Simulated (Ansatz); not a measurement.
Cs$_{2}$YAgF$_{6}$:
```yaml
crystal:
  lattice:
    - [0.00000, 4.61102, 4.61102]
    - [4.61102, 0.00000, 4.61102]
    - [4.61102, 4.61102, 0.00000]
  atoms:
    - { symbol: Cs, position: [0.75000, 0.75000, 0.75000] }
    - { symbol: Cs, position: [0.25000, 0.25000, 0.25000] }
    - { symbol: Y, position: [0.50000, 0.50000, 0.50000] }
    - { symbol: Ag, position: [0.00000, 0.00000, 0.00000] }
    - { symbol: F, position: [0.73493, 0.26507, 0.26507] }
    - { symbol: F, position: [0.26507, 0.73493, 0.73493] }
    - { symbol: F, position: [0.26507, 0.73493, 0.26507] }
    - { symbol: F, position: [0.73493, 0.26507, 0.73493] }
    - { symbol: F, position: [0.26507, 0.26507, 0.73493] }
    - { symbol: F, position: [0.73493, 0.73493, 0.26507] }
```

r²SCAN in the plane-wave PAW code Ansatz gives a gap of 3.89 eV without spin–orbit coupling, maximum at L, minimum at Γ.

Problem. What happens when spin–orbit coupling is switched on?

Solution. The gap shrinks by 0.06 eV, to 3.83 eV; maximum at L, minimum at Γ.

Problem. Give the electron effective mass with spin–orbit coupling.

Solution. 0.53 mₑ (isotropic).

Space group Fm-3m. The first step of the workflow began from a Materials Project structure, measured or hypothetical; the Crystallography Open Database copy checked does not list it. Its standing as an ambient phase is unchecked. Symmetry was held in the r²SCAN relaxation; whether a distortion lowers the energy is not shown. The run is not spin-polarised.

Potentials: the later of the program's two PAW sets.
